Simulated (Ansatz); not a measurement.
## K: do energies and stresses tell the same story?

Theory: Ansatz 0.2.0, DFT r2SCAN, scalar-relativistic, plane waves, PAW.

Cutoff 500 eV; k points 12×12×12 on the computed 1-atom cell (Γ-centred); Gaussian smearing, width 0.10 eV; no spin polarisation.

Relaxed cell: Im-3m, a = 5.339 Å, b = 5.339 Å, c = 5.339 Å, α = 90.00°, β = 90.00°, γ = 90.00°, 1 atom in the primitive cell.

Energies at zero smearing and pressures from the stress tensor, at volumes with shape and atoms relaxed:
| V (Å³/atom) | E − E(first) (meV/atom) | P (GPa) |
| --- | --- | --- |
| 71.513 | 0.00 | 0.262 |
| 73.796 | -2.76 | 0.132 |
| 76.078 | -3.80 | 0.019 |
| 78.360 | -3.34 | -0.079 |
| 80.643 | -1.56 | -0.165 |

Q: Check P = −dE/dV between neighbouring volumes, and get the bulk modulus from the pressures alone.

A: With 1 eV/Å³ = 160.2 GPa:
```csv
middle V (Å³/atom),−ΔE/ΔV (GPa),mean P (GPa)
72.655,0.194,0.197
74.937,0.073,0.076
77.219,-0.033,-0.030
79.502,-0.124,-0.122
```

The two differ by 0.003 GPa at most. The mean of two end pressures misses the average over a step by about ΔV² P″/12, up to 0.002 GPa here; with that taken off 0.002 GPa remains. Around V = 76.078 Å³/atom, the two neighbours give B = −V ΔP/ΔV = 76.078 × 0.211 / 4.565 = 3.5 GPa, against B0 = 3.4 GPa from the Birch–Murnaghan fit of the energies.

Cost: 6 runs of about 1.6 core-minutes in all, on Arm Neoverse V2 (shared hosts).